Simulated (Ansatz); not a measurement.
In LDA in the plane-wave PAW code Ansatz, CuC6 in the hexagonal phase (P6/mmm; C on 6j, Cu on 1b) relaxes to a = 4.308 Å, c = 3.613 Å. Against the elements it lies at 42 kJ/mol of atoms, with no fitted shifts.

Electronic character: metallic (no gap).

The relaxed-ion elastic constants in GPa are C11 = 905, C12 = 189, C13 = 73.9, C33 = 103, C44 = -43.3.

The start of the workflow was typed in or built on a structure type; neither database checked (COD, Materials Project) lists it. Whether it is the stable phase at ambient conditions was not checked. Symmetry was held in the LDA relaxation. At this level the phase is mechanically unstable. The run is not spin-polarised. The volume moved by -25 % from the start of the relaxation. Its formation energy is positive at this level, so the cell may be metastable or incomplete. The program gave a warning on the electronic state, which may not be the lowest. As this level gives no gap, shear constants depend on the k-mesh and smearing (Fermi–Dirac, 0.1 eV here). On the denser mesh and wider smearing of the elastic run this cell carries a stress of 0.8 GPa. The references are the lowest solids computed at this level, not always the standard phases.

Potentials: the earlier of the program's two PAW sets. The files were generated under PBE; for other functionals the program regenerates the frozen cores, and for LDA and PBEsol the local potential too.
